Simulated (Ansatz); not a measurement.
LaB$_{6}$ (CaB6 type, space group Pm-3m)

```xyz
7
Lattice="4.1299 0.0000 0.0000 0.0000 4.1299 0.0000 0.0000 0.0000 4.1299" Properties=species:S:1:pos:R:3 pbc="T T T"
La     0.0000     0.0000     0.0000
B      0.8244     2.0649     2.0649
B      3.3055     2.0649     2.0649
B      2.0649     2.0649     0.8244
B      2.0649     2.0649     3.3055
B      2.0649     0.8244     2.0649
B      2.0649     3.3055     2.0649
```

E(V) scan at fixed shape, V₀ the volume above. The atoms relax within the cell's symmetry.

Level of theory: PBEsol (plane waves to 420 eV, PAW, scalar-relativistic; Ansatz, a first-principles code). k mesh 11×11×11 (Γ-centred), Fermi-Dirac smearing 0.05 eV. Stress and pressure are positive under compression. LaB6 is run without spin polarisation. LaB6 was relaxed with its symmetry unable to fall.

At one point of the scan the stress tensor (GPa) is:

```
   -9.4      0.0      0.0
    0.0     -9.4      0.0
    0.0      0.0     -9.4
```

**Question.** Which point is it?
A) V/V₀ = 1.024
B) V/V₀ = 1.048
C) V/V₀ = 1.036
D) V/V₀ = 1.060

**Answer.** D, V/V₀ = 1.060

(Under strain, the slope of the energy per volume gives the stress and its curvature an elastic modulus.)
